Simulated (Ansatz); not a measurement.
**ScGa3: computed property card**

ScGa3:
```cif
data_Ga3Sc
_chemical_formula_sum 'Sc1 Ga3'
_space_group_name_H-M_alt 'Pm-3m'
_space_group_IT_number 221
_space_group_name_Hall '-P 4 2 3'
_cell_length_a 4.07505
_cell_length_b 4.07505
_cell_length_c 4.07505
_cell_angle_alpha 90.000
_cell_angle_beta 90.000
_cell_angle_gamma 90.000
loop_
_atom_site_label
_atom_site_type_symbol
_atom_site_symmetry_multiplicity
_atom_site_Wyckoff_symbol
_atom_site_fract_x
_atom_site_fract_y
_atom_site_fract_z
_atom_site_occupancy
Sc1 Sc 1 a 0.00000 0.00000 0.00000 1
Ga1 Ga 3 c 0.00000 0.50000 0.50000 1
```

Space group Pm-3m (No. 221), Cu3Au type; conventional cell a = 4.075 Å, b = 4.075 Å, c = 4.075 Å, α = 90.00°, β = 90.00°, γ = 90.00°.

Method: DFT-r²SCAN in the program Ansatz with PAW potentials. Geometry: relaxed at this level of theory. Other levels are named where they apply.

### Cell and energy

Volume per atom: 16.92 Å³
Density: 6.24 g/cm³
Formation energy from the elements (no fitted shifts): -525 meV/atom

### Electronic structure

- Electronic character: metallic (no gap)
- Density of states at the Fermi level: 0.46 states/eV per atom (mean over ±0.08 eV)
- Gap with spin–orbit coupling: none (metallic)

### Mechanics

* **Bulk modulus (Birch–Murnaghan fit)**: 83.0 GPa
* **Pressure derivative B′**: 4.0

### Charges

- Bader charges = Sc +1.40, Ga -0.47 e

The workflow started from an entry of the Crystallography Open Database (COD). Its standing as an ambient phase is unchecked. Symmetry was held in the r²SCAN relaxation; its stability against distortions is not shown here. The run is not spin-polarised. The references are the lowest solids computed at this level, not always the standard phases. Spin–orbit coupling is left out wherever it is not named.

Potentials: the later of the program's two PAW sets.
